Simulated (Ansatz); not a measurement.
BP:
```yaml
crystal:
  lattice:
    - [3.19078, 0.00000, 0.00000]
    - [-1.59539, 2.76329, 0.00000]
    - [0.00000, 0.00000, 5.29543]
  atoms:
    - { symbol: B, position: [0.66667, 0.33333, 0.50043] }
    - { symbol: B, position: [0.33333, 0.66667, 0.00043] }
    - { symbol: P, position: [0.66667, 0.33333, 0.87457] }
    - { symbol: P, position: [0.33333, 0.66667, 0.37457] }
```

Relaxed with r²SCAN.

Q: Give the Bader charges and basin volumes of the independent atoms, plane-wave PAW r²SCAN (Ansatz code).

A: 

| atom | Bader charge (e) | Bader volume (Å³) |
|---|---|---|
| B1 | +0.67 | 6.4 |
| P3 | -0.67 | 17.0 |

Space group P6_3mc (wurtzite). The first step of the workflow began from a Materials Project structure, measured or hypothetical; the Crystallography Open Database copy checked does not list it. It is not the phase usual at ambient conditions (space group No. 216). The r²SCAN relaxation kept the symmetry of its start; whether a distortion lowers the energy is not shown.

Potentials: the earlier of the program's two PAW sets.
